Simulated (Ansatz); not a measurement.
HfO2:
```
CELL_PARAMETERS angstrom
      3.60432     0.00000     0.00000
      0.00000     3.60432     0.00000
      0.00000     0.00000     5.26455
ATOMIC_POSITIONS crystal
  Hf 0.00000 0.00000 0.00000
  Hf 0.50000 0.50000 0.50000
  O  0.00000 0.50000 0.19327
  O  0.00000 0.50000 0.69327
  O  0.50000 0.00000 0.30673
  O  0.50000 0.00000 0.80673
```

Relaxed with PBE. Independent-particle spectrum: no excitons, no local fields, no scissors shift; 0.1 eV broadening; ε₁ of the summed bands alone.

### Question
Tabulate the dielectric function from PBE in the plane-wave PAW code Ansatz.

### Answer


```csv
E (eV),ε₁ xx,ε₂ xx,ε₁ zz,ε₂ zz
0.0,5.20,0.00,4.67,0.00
0.3,5.21,0.00,4.68,0.00
0.6,5.23,0.00,4.69,0.00
0.9,5.26,0.00,4.71,0.00
1.2,5.30,0.00,4.75,0.00
1.5,5.36,0.00,4.79,0.00
1.8,5.43,0.00,4.84,0.00
2.1,5.52,0.00,4.91,0.00
2.4,5.63,0.00,4.99,0.00
2.7,5.76,0.00,5.08,0.00
3.0,5.93,0.00,5.20,0.00
3.3,6.13,0.00,5.33,0.00
3.6,6.39,0.00,5.50,0.00
3.9,6.72,0.00,5.71,0.00
4.2,7.16,0.00,5.97,0.00
4.5,7.84,0.00,6.30,0.00
4.8,9.22,0.57,6.78,0.00
5.1,9.69,1.75,7.57,0.06
5.4,10.12,3.13,8.57,0.82
5.7,9.70,4.27,9.91,1.91
6.0,10.11,7.33,8.36,5.13
6.3,8.25,8.50,7.27,4.61
6.6,5.25,9.01,7.80,4.25
6.9,3.92,6.19,8.00,5.37
7.2,6.43,5.76,6.97,7.11
7.5,5.80,7.87,5.61,6.15
7.8,4.63,7.95,7.56,6.11
8.1,4.40,9.57,6.19,10.70
8.4,1.63,9.81,2.17,9.41
8.7,0.44,8.35,1.91,7.96
9.0,-0.79,7.45,2.54,8.25
9.3,-0.16,6.29,0.19,9.93
9.6,-0.24,6.31,-1.35,7.79
9.9,-0.18,5.69,-2.12,6.97
10.2,-0.84,6.75,-2.71,5.70
10.5,-1.71,5.48,-2.38,4.25
10.8,-2.09,4.89,-1.90,3.47
11.1,-2.24,3.84,-1.03,3.58
11.4,-1.94,3.14,-2.33,3.95
11.7,-1.83,3.08,-2.15,2.36
12.0,-1.46,2.57,-1.75,1.71
```

### Question
From ε at 5.7 eV (xx: 9.70 + 4.27i), find n, k, the normal reflectivity and the absorption coefficient.

### Answer
n = 3.19, k = 0.670, R = 29 %, α = 2kE/ħc = 390000 cm⁻¹.

With all bands, ε∞ without local fields is 5.44 (xx = yy), 4.91 (zz). DFPT, with local fields, gives 5.25 (xx = yy), 4.69 (zz).

Space group P4_2/nmc. This is a known high-temperature phase of the composition, computed here at zero pressure and temperature. The cell was relaxed with PBE under the symmetry of its start; phonons on a q-mesh show weakly imaginary modes. The run is not spin-polarised. Scalar-relativistic: spin–orbit coupling is off unless named, which matters more the heavier the elements.

Potentials: the later of the program's two PAW sets.
